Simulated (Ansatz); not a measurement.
CdSe (wurtzite, P6_3mc), DFT-r²SCAN in the program Ansatz with PAW potentials. The conduction-band minimum lies at Γ, with 1 equivalent valley. Second derivatives d²E/dk² of the lowest band at one valley (eV·Å²), along Cartesian directions:

```json
[
 {"direction": "[100]", "d²E/dk²": "75.94"},
 {"direction": "[010]", "d²E/dk²": "75.94"},
 {"direction": "[001]", "d²E/dk²": "81.66"},
 {"direction": "[110]", "d²E/dk²": "75.94"},
 {"direction": "[101]", "d²E/dk²": "78.83"},
 {"direction": "[011]", "d²E/dk²": "78.83"}
]
```

Task: Find the principal effective masses, the density-of-states mass and the conductivity mass.

Result: Off-diagonal terms follow from H_xy = H[110] − (H_xx + H_yy)/2, and m*/mₑ = 7.620 eV·Å² over each eigenvalue: 0.093, 0.10, 0.10. One valley's DOS mass (m₁m₂m₃)^(1/3) = 0.098, conductivity mass 3/(Σ 1/mᵢ) = 0.098 mₑ.

Task: What effective density of states Nc follows at 300 K for parabolic valleys?

Result: Nc = 2.509e19 × 1 × (0.098)^(3/2) ≈ 7.7e17 cm⁻³.

Symmetry was held in the r²SCAN relaxation. Spin–orbit coupling is left out wherever it is not named.

Potentials: the later of the program's two PAW sets.

Edges and masses are those of Kohn–Sham bands, whose gap is no quasiparticle gap.
